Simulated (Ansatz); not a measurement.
ZrO2 in space group Pnma (No. 62; Zr on 4c, O on 4c, O on 4c), DFT-r²SCAN in the program Ansatz with PAW potentials. The conduction-band minimum lies at Γ, with 1 equivalent valley. Second derivatives d²E/dk² of the lowest band at one valley (eV·Å²), along Cartesian directions:

| direction | d²E/dk² |
|---|---|
| [100] | 8.388 |
| [010] | 0.6392 |
| [001] | 10.49 |
| [110] | 4.513 |
| [101] | 9.438 |
| [011] | 5.564 |

Task: Find the principal effective masses, the density-of-states mass and the conductivity mass.

Result: Off-diagonal terms follow from H_xy = H[110] − (H_xx + H_yy)/2, and m*/mₑ = 7.620 eV·Å² over each eigenvalue: 0.73, 0.91, 12. One valley's DOS mass (m₁m₂m₃)^(1/3) = 2.0, conductivity mass 3/(Σ 1/mᵢ) = 1.2 mₑ.

Task: What effective density of states Nc follows at 300 K for parabolic valleys?

Result: Nc = 2.509e19 × 1 × (2.0)^(3/2) ≈ 7.1e19 cm⁻³.

The first step of the workflow began from a Materials Project structure, measured or hypothetical; the Crystallography Open Database copy checked does not list it. It is not the phase usual at ambient conditions (space group No. 14). Symmetry was held in the r²SCAN relaxation; its stability against distortions is not shown here. The run is not spin-polarised. Scalar-relativistic: spin–orbit coupling is off unless named, which matters more the heavier the elements.

Potentials: the later of the program's two PAW sets.

Edges and masses are those of Kohn–Sham bands, whose gap is no quasiparticle gap.
